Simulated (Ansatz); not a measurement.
Al$_{2}$O$_{3}$ (corundum, space group No. 167), DFT-r²SCAN in the program Ansatz with PAW potentials, all energies at zero smearing, with the estimated change up to a 700 eV cutoff added, with one set of potentials and settings (totals compare only within such a set). Cell of 10 atoms (4 Al, 6 O): -5590.650 eV.

```csv
element,reference phase,E (eV/atom)
Al,"Fm-3m, 1 atoms in the cell",-540.4083
O,"C2/m, 4 atoms in the cell, spin-polarised",-566.0281
```

Formation energy per atom, worked out: (-5590.650 − 4×(-540.4083) − 6×(-566.0281))/10 = -3.285 eV/atom (-317 kJ per mol of atoms), at 0 K, without zero-point energy or fitted corrections.

Space group R-3c (corundum). The cell was relaxed with r²SCAN under the symmetry of its start. The references are the lowest solids computed at this level, not always the standard phases (solids in place of the gases).

Potentials: the later of the program's two PAW sets.
